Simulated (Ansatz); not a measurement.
Input for Ansatz (plane-wave DFT, PAW):

```yaml
crystal:
  lattice:
    - [-3.70208261, 3.70208261, 3.70208261]
    - [3.70208261, -3.70208261, 3.70208261]
    - [3.70208261, 3.70208261, -3.70208261]
  atoms:
    - { symbol: Mn, position: [0.0, 0.0, 0.0] }
    - { symbol: Al, position: [0.30488384, 0.11970564, 0.8148218] }
    - { symbol: Al, position: [0.69511616, 0.88029436, 0.1851782] }
    - { symbol: Al, position: [0.69511616, 0.50993797, 0.8148218] }
    - { symbol: Al, position: [0.30488384, 0.49006203, 0.1851782] }
    - { symbol: Al, position: [0.11970564, 0.8148218, 0.30488384] }
    - { symbol: Al, position: [0.88029436, 0.1851782, 0.69511616] }
    - { symbol: Al, position: [0.50993797, 0.8148218, 0.69511616] }
    - { symbol: Al, position: [0.49006203, 0.1851782, 0.30488384] }
    - { symbol: Al, position: [0.8148218, 0.30488384, 0.11970564] }
    - { symbol: Al, position: [0.1851782, 0.69511616, 0.88029436] }
    - { symbol: Al, position: [0.8148218, 0.69511616, 0.50993797] }
    - { symbol: Al, position: [0.1851782, 0.30488384, 0.49006203] }
basis:
  ecutwfc: 420
kpoints:
  mp_grid: { grid: [8, 8, 8] }
hamiltonian:
  xc: pbesol
scf:
  occupations: { method: gaussian, width: 0.1 }
output:
  forces: true
  stress: true
  eigenvalues: true
  populations: true
```

Command:
```bash
ansatz run input.yaml --threads 4 --pin off --max-ram 10240MiB --backend cpu --events-out ev --progress --plain --runs-dir out
```

These are results of DFT PBEsol, scalar-relativistic, plane waves, PAW (Ansatz), not measurements.

Part of what the program printed, abridged (final results; tables in files aren't shown):

```
SCF 1 converged in 7 iterations: F = -10164.546755 eV  dr2 = 6.99e-8
SCF converged after 7 iterations
Free energy (F): -10164.546755 eV
Harris-Foulkes:  -10164.546755 eV  (|F-HF|=6.04e-8)
Internal energy: -10164.530528 eV  (E = F + TS)
E sigma→0 (E₀):  -10164.538641 eV
Entropy (-TS):   -0.016227 eV (-1.248 meV/atom)
Fermi energy:    8.630564 eV
--- Per-component energies (eV) ---
  E_band       = -174.979224
  E_kinetic    = 592.897524
  E_local      = -3339.105899  (includes V_loc(G=0)·N_el)
  E_nonlocal   = 366.087721
  E_hartree    = 1524.433790
  E_xc         = -590.668207
  E_vxc        = -501.423490  (∫ρ·V_xc dr)
  E_paw        = -6727.965339  (= ΣΔE_a)
  E_vpaw       = -342.322127  (= ΣTr[D̂ρ^β])
  E_aug_tail   = -0.000037  (compensation charges beyond the density's cutoff)
  E_ewald      = -1990.609401
  E_core_change = 0.399319  (= ΣΔE_core)
  E_smearing   = -0.016227  (= −TS)
--- Forces (eV/Å), atoms counted from 1 ---
  atom   1  Mn     0.00000000     0.00000000     0.00000000
  atom   2  Al     0.00655131     0.00000000     0.00463105
  atom   3  Al    -0.00655131     0.00000000    -0.00463105
  atom   4  Al     0.00655131     0.00000000    -0.00463105
  atom   5  Al    -0.00655131     0.00000000     0.00463105
  atom   6  Al     0.00000000     0.00463105     0.00655131
  atom   7  Al     0.00000000    -0.00463105    -0.00655131
  atom   8  Al     0.00000000    -0.00463105     0.00655131
  atom   9  Al     0.00000000     0.00463105    -0.00655131
  atom  10  Al     0.00463105     0.00655131     0.00000000
  atom  11  Al    -0.00463105    -0.00655131     0.00000000
  atom  12  Al    -0.00463105     0.00655131     0.00000000
  atom  13  Al     0.00463105    -0.00655131     0.00000000
--- Stress (GPa, compression-positive) ---
        0.726772       0.000000       0.000000
        0.000000       0.726772       0.000000
        0.000000       0.000000       0.726772
  P = ⅓ Tr σ = 0.7268 GPa (7.268 kbar)
--- Band table (eV; the first three rows and the last of 35) ---
  k-point 0: bands = ["-69.8554", "-38.7625", "-38.7625", "-38.7625", "-2.4378", "2.2970", "2.2970", "2.2970", "2.6080", "2.6080", "2.6080", "2.9348", "2.9348", "2.9348", "3.3497", "3.3497", "3.7133", "6.7211", "6.7211", "7.6512", "7.6512", "7.6512", "7.7501", "7.7501", "7.7501", "8.8036", "9.8940", "9.8940", "11.7256", "11.7256", "11.7434", "12.4093", "12.4093", "12.4093", "12.4898", "12.4898", "12.4898", "13.1424", "13.1424"]
  k-point 1: bands = ["-69.8554", "-38.7625", "-38.7625", "-38.7625", "-2.3536", "1.5125", "1.8999", "1.9764", "2.4208", "2.4734", "2.8742", "2.9227", "3.1458", "3.4094", "3.8067", "4.0256", "4.3031", "6.2432", "6.4617", "7.3172", "7.5349", "7.7376", "7.7532", "7.8634", "7.9058", "9.3516", "10.0652", "10.1929", "10.7528", "10.9489", "11.4420", "11.5395", "11.9567", "12.0134", "12.2110", "12.4818", "12.9516", "13.0048", "13.0341"]
  k-point 2: bands = ["-69.8554", "-38.7625", "-38.7625", "-38.7625", "-2.1017", "0.5191", "1.5247", "1.6056", "2.0917", "2.1124", "3.0705", "3.1753", "3.9359", "4.2389", "4.5169", "4.8168", "5.4040", "5.6246", "5.7576", "7.2848", "7.3236", "7.6806", "7.6949", "8.0349", "8.0433", "9.3892", "9.6118", "9.8337", "10.0443", "10.4015", "11.0294", "11.2965", "11.4116", "11.6029", "11.7343", "12.3392", "12.6844", "13.0893", "13.1584"]
  k-point 34: bands = ["-69.8554", "-38.7625", "-38.7625", "-38.7625", "-0.0209", "-0.0209", "-0.0209", "0.3770", "0.5625", "0.5625", "4.7217", "4.8181", "4.8181", "4.8181", "5.3638", "5.3638", "5.3638", "6.9835", "6.9835", "7.0415", "7.6579", "7.6579", "7.6579", "10.0468", "10.0468", "10.0468", "10.1382", "10.1382", "10.1382", "10.2449", "10.2449", "10.2449", "10.8781", "10.8781", "10.8781", "10.9997", "10.9997", "11.0937", "11.1694"]
--- Löwdin populations: 13 sites ---
  site symbol q [e]
     0     Mn     14.7372
     1     Al      2.9751
     2     Al      2.9751
     3     Al      2.9751
     4     Al      2.9751
     5     Al      2.9751
     6     Al      2.9751
     7     Al      2.9751
     8     Al      2.9751
     9     Al      2.9751
    10     Al      2.9751
    11     Al      2.9751
    12     Al      2.9751
  spilling = 0.011021 (of n_electrons = 51.000000)
```

Self-consistency was reached.

Time: 5.3 s on 4 threads of Oxide Virtual Turin-like Processor (Zen 5) (shared host), peak memory 0.72 GiB.

Spin polarisation was left out, and a magnetic state may lie lower.